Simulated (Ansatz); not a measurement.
LaHg2, DFT, LDA, all-electron LAPW, scalar-relativistic (Ansatz 0.2.0), run on 1 thread of Arm Neoverse V1 on a shared host.

The geometry is COD entry 1523851, unchecked; take it as a test cell.

Command: `ansatz run input.yaml --threads 1 --pin off --max-ram 4096MiB --backend cpu --events-out ev --progress --plain --runs-dir out`

```yaml
crystal:
  lattice:
    - [4.9579982887, 0.0, 0.0]
    - [-2.4789991444, 4.29375247, 0.0]
    - [0.0, 0.0, 3.64]
  atoms:
    - { symbol: La, position: [0.0, 0.0, 0.0] }
    - { symbol: Hg, position: [0.3333333333, 0.6666666667, 0.5] }
    - { symbol: Hg, position: [0.6666666667, 0.3333333333, 0.5] }
kpoints:
  mp_grid: { grid: [8, 8, 9] }
  band_path:
    path:
      - [0.0, 0.0, 0.0]
      - [0.5, 0.0, 0.0]
      - [0.3333333333, 0.3333333333, 0.0]
      - [0.0, 0.0, 0.0]
      - [0.0, 0.0, 0.5]
      - [0.5, 0.0, 0.5]
      - [0.3333333333, 0.3333333333, 0.5]
      - [0.0, 0.0, 0.5]
      - [0.5, 0.0, 0.5]
    npoints: 14
scf:
  occupations: { method: fermi_dirac, width: 0.08 }
hamiltonian:
  xc: lda
  pseudopotentials: { kind: all_electron, lapw: { basis_error: 0.001 } }
output:
  forces: true
  stress: true
  eigenvalues: true
  fatbands: true
  populations: true
  dos: { projected: true, de: 0.2, e_range: [-14, 8] }
```

(1) How large is the problem that the program sets up?

(2) About how long does it take, and how much memory does it use?

(3) And the same cell and mesh by frozen-core PAW, asked for forces, stress, eigenvalues, efg, populations, bader, dos, write_density, write_potential, elf and the same band path, on the same hardware?

(4) And the same cell and mesh by all-electron PAW (datasets made for this crystal), asked for forces, stress, eigenvalues, efg and the same band path, on the same hardware?

Results:

(1) 50 irreducible k-points, 705 plane waves at Γ, 71 bands.

(2) 3 min of wall time for 9 SCF iterations, with a peak of 0.69 GiB. Times on shared machines scatter by tens of per cent.

(3) 29 s, peak memory 0.49 GiB.

(4) 35 s, peak memory 0.63 GiB.
